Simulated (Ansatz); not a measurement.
Consider the following.

Ta:
Space group Im-3m (No. 229); a = 3.281 Å, b = 3.281 Å, c = 3.281 Å, α = 90.00°, β = 90.00°, γ = 90.00°

```json
[
 {"atom": "Ta", "site": "2a", "symmetry": "m-3m", "x": "0.0000", "y": "0.0000", "z": "0.0000"}
]
```
(The calculation used a cell of 1 atom; values per cell refer to that cell.)

This is the PBEsol-relaxed structure.

**Question.** All from PBEsol (plane waves, PAW; program Ansatz), unless another level is named. Give the Debye temperature from the elastic constants.

**Answer.** 257 K.

**Question.** And the elastic constants (relaxed ions, GPa)?

**Answer.** C11 = 286, C12 = 168, C44 = 74.8.

The PBEsol relaxation kept the symmetry of its start. No spin polarisation was allowed. As this level gives no gap, shear constants depend on the k-mesh and smearing (Fermi–Dirac, 0.1 eV here). Spin–orbit coupling is left out wherever it is not named.

Potentials: the later of the program's two PAW sets.
